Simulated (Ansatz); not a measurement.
A relaxation computed with Ansatz, from input to last step.

```yaml
crystal:
  lattice:
    - [4.5952314724, 0.0, 0.0]
    - [0.0, 4.5952314724, 0.0]
    - [0.0, 0.0, 7.9279629668]
  atoms:
    - { symbol: Rb, position: [0.5, 0.0, 0.2305] }
    - { symbol: Rb, position: [0.0, 0.5, 0.7695] }
    - { symbol: Bi, position: [0.5, 0.0, 0.648] }
    - { symbol: Bi, position: [0.0, 0.5, 0.352] }
    - { symbol: As, position: [0.0, 0.0, 0.0] }
    - { symbol: As, position: [0.5, 0.5, 0.0] }
basis:
  ecutwfc: 420
kpoints:
  mp_grid: { grid: [4, 4, 2] }
hamiltonian:
  xc: pbe
scf:
  occupations: { method: gaussian, width: 0.1 }
  lower_state_search: "off"
output:
  forces: true
  stress: true
  eigenvalues: true
relax:
  adjacent_minimum: "off"
  f_tol: 0.04
  max_steps: 70
  cell: { stress_tol: 0.4 }
```

```bash
ansatz run input.yaml --threads 1 --pin off --max-ram 2560MiB --backend cpu --events-out ev --progress --plain --runs-dir out
```

Level of theory: DFT PBE, scalar-relativistic, plane waves, PAW in Ansatz.

Of 15 frames 10 are shown, positions in Å and forces in eV/Å; the SCF threshold varies from step to step. Steps run on the plane waves of an earlier cell, with a Pulay correction in the pressure. The basis is chosen afresh for the last frame, the zero of the energies, and at times for earlier ones too; energy and pressure step there, also at an unchanged geometry. Here that happened at step 13 (-14 meV/atom, 0.7 GPa); the frames before carry an error of that size.

```xyz
6
Lattice="4.5952 0.0000 0.0000 0.0000 4.5952 0.0000 0.0000 0.0000 7.9280" Properties=species:S:1:pos:R:3:forces:R:3 pbc="T T T" step=1 free_energy_over_end_meV_per_atom=904.36 pressure_GPa=7.57
Rb    2.2976    0.0000    1.8274    0.0000    0.0000    1.2660
Rb    0.0000    2.2976    6.1006    0.0000    0.0000   -1.2660
Bi    2.2976    0.0000    5.1373    0.0000    0.0000    0.1924
Bi    0.0000    2.2976    2.7906    0.0000    0.0000   -0.1924
As    0.0000    0.0000    0.0000    0.0000    0.0000    0.0000
As    2.2976    2.2976    0.0000    0.0000    0.0000    0.0000
6
Lattice="4.9632 0.0000 0.0000 0.0000 4.9632 0.0000 0.0000 0.0000 8.1826" Properties=species:S:1:pos:R:3:forces:R:3 pbc="T T T" step=3 free_energy_over_end_meV_per_atom=668.64 pressure_GPa=0.32
Rb    2.4816    0.0000    2.1195    0.0000    0.0000    0.2273
Rb    0.0000    2.4816    6.0631    0.0000    0.0000   -0.2273
Bi    2.4816    0.0000    5.5814    0.0000    0.0000    1.0361
Bi    0.0000    2.4816    2.6012    0.0000    0.0000   -1.0361
As    0.0000    0.0000    0.0000    0.0000    0.0000    0.0000
As    2.4816    2.4816    0.0000    0.0000    0.0000    0.0000
6
Lattice="5.0516 0.0000 0.0000 0.0000 5.0516 0.0000 0.0000 0.0000 8.1624" Properties=species:S:1:pos:R:3:forces:R:3 pbc="T T T" step=4 free_energy_over_end_meV_per_atom=570.04 pressure_GPa=-0.19
Rb    2.5258    0.0000    2.1732    0.0000    0.0000    0.2784
Rb    0.0000    2.5258    5.9892    0.0000    0.0000   -0.2784
Bi    2.5258    0.0000    5.7693    0.0000    0.0000    1.3345
Bi    0.0000    2.5258    2.3931    0.0000    0.0000   -1.3345
As    0.0000    0.0000    0.0000    0.0000    0.0000    0.0000
As    2.5258    2.5258    0.0000    0.0000    0.0000    0.0000
6
Lattice="5.1295 0.0000 0.0000 0.0000 5.1295 0.0000 0.0000 0.0000 8.0084" Properties=species:S:1:pos:R:3:forces:R:3 pbc="T T T" step=6 free_energy_over_end_meV_per_atom=350.92 pressure_GPa=0.45
Rb    2.5647    0.0000    2.2377    0.0000    0.0000    0.2538
Rb    0.0000    2.5647    5.7706    0.0000    0.0000   -0.2538
Bi    2.5647    0.0000    6.0550    0.0000    0.0000    1.4963
Bi    0.0000    2.5647    1.9534    0.0000    0.0000   -1.4963
As    0.0000    0.0000    0.0000    0.0000    0.0000    0.0000
As    2.5647    2.5647    0.0000    0.0000    0.0000    0.0000
6
Lattice="5.2180 0.0000 0.0000 0.0000 5.2180 0.0000 0.0000 0.0000 7.9368" Properties=species:S:1:pos:R:3:forces:R:3 pbc="T T T" step=7 free_energy_over_end_meV_per_atom=227.53 pressure_GPa=0.35
Rb    2.6090    0.0000    2.2593    0.0000    0.0000    0.2988
Rb    0.0000    2.6090    5.6775    0.0000    0.0000   -0.2988
Bi    2.6090    0.0000    6.1960    0.0000    0.0000    1.5213
Bi    0.0000    2.6090    1.7408    0.0000    0.0000   -1.5213
As    0.0000    0.0000    0.0000    0.0000    0.0000    0.0000
As    2.6090    2.6090    0.0000    0.0000    0.0000    0.0000
6
Lattice="5.4962 0.0000 0.0000 0.0000 5.4962 0.0000 0.0000 0.0000 8.2228" Properties=species:S:1:pos:R:3:forces:R:3 pbc="T T T" step=9 free_energy_over_end_meV_per_atom=73.65 pressure_GPa=-2.34
Rb    2.7481    0.0000    2.4116    0.0000    0.0000    0.1418
Rb    0.0000    2.7481    5.8111    0.0000    0.0000   -0.1418
Bi    2.7481    0.0000    6.8271    0.0000    0.0000    0.9803
Bi    0.0000    2.7481    1.3957    0.0000    0.0000   -0.9803
As    0.0000    0.0000    0.0000    0.0000    0.0000    0.0000
As    2.7481    2.7481    0.0000    0.0000    0.0000    0.0000
6
Lattice="5.4342 0.0000 0.0000 0.0000 5.4342 0.0000 0.0000 0.0000 8.1133" Properties=species:S:1:pos:R:3:forces:R:3 pbc="T T T" step=10 free_energy_over_end_meV_per_atom=21.11 pressure_GPa=-0.36
Rb    2.7171    0.0000    2.4824    0.0000    0.0000    0.1579
Rb    0.0000    2.7171    5.6309    0.0000    0.0000   -0.1579
Bi    2.7171    0.0000    6.9356    0.0000    0.0000   -0.0384
Bi    0.0000    2.7171    1.1777    0.0000    0.0000    0.0384
As    0.0000    0.0000    0.0000    0.0000    0.0000    0.0000
As    2.7171    2.7171    0.0000    0.0000    0.0000    0.0000
6
Lattice="5.3968 0.0000 0.0000 0.0000 5.3968 0.0000 0.0000 0.0000 7.9675" Properties=species:S:1:pos:R:3:forces:R:3 pbc="T T T" step=12 free_energy_over_end_meV_per_atom=16.51 pressure_GPa=0.04
Rb    2.6984    0.0000    2.5606    0.0000    0.0000    0.0021
Rb    0.0000    2.6984    5.4069    0.0000    0.0000   -0.0021
Bi    2.6984    0.0000    6.7827    0.0000    0.0000    0.0036
Bi    0.0000    2.6984    1.1848    0.0000    0.0000   -0.0036
As    0.0000    0.0000    0.0000    0.0000    0.0000    0.0000
As    2.6984    2.6984    0.0000    0.0000    0.0000    0.0000
6
Lattice="5.3968 0.0000 0.0000 0.0000 5.3968 0.0000 0.0000 0.0000 7.9675" Properties=species:S:1:pos:R:3:forces:R:3 pbc="T T T" step=13 free_energy_over_end_meV_per_atom=2.82 pressure_GPa=0.70
Rb    2.6984    0.0000    2.5606    0.0000    0.0000    0.0012
Rb    0.0000    2.6984    5.4069    0.0000    0.0000   -0.0012
Bi    2.6984    0.0000    6.7827    0.0000    0.0000   -0.0010
Bi    0.0000    2.6984    1.1848    0.0000    0.0000    0.0010
As    0.0000    0.0000    0.0000    0.0000    0.0000    0.0000
As    2.6984    2.6984    0.0000    0.0000    0.0000    0.0000
6
Lattice="5.4444 0.0000 0.0000 0.0000 5.4444 0.0000 0.0000 0.0000 8.0155" Properties=species:S:1:pos:R:3:forces:R:3 pbc="T T T" step=15 free_energy_over_end_meV_per_atom=0.00 pressure_GPa=0.17
Rb    2.7222    0.0000    2.5650    0.0000    0.0000   -0.0123
Rb    0.0000    2.7222    5.4506    0.0000    0.0000    0.0123
Bi    2.7222    0.0000    6.8439    0.0000    0.0000    0.0025
Bi    0.0000    2.7222    1.1716    0.0000    0.0000   -0.0025
As    0.0000    0.0000    0.0000    0.0000    0.0000    0.0000
As    2.7222    2.7222    0.0000    0.0000    0.0000    0.0000
```

The start puts this composition into another compound's structure type, which needn't suit it. The cell swells from 27.9 to 39.6 Å³ an atom, so the end can be far from any stable crystal. At the end the space group is P4/nmm (tolerance 0.05 Å).

It took 4 min on 1 thread of Intel(R) Xeon(R) Processor @ 2.50GHz (Skylake/Cascade Lake) (shared host), peak memory 0.54 GiB.

The k mesh is coarse. Spin–orbit coupling is left out, which can shift energies with elements as heavy as these.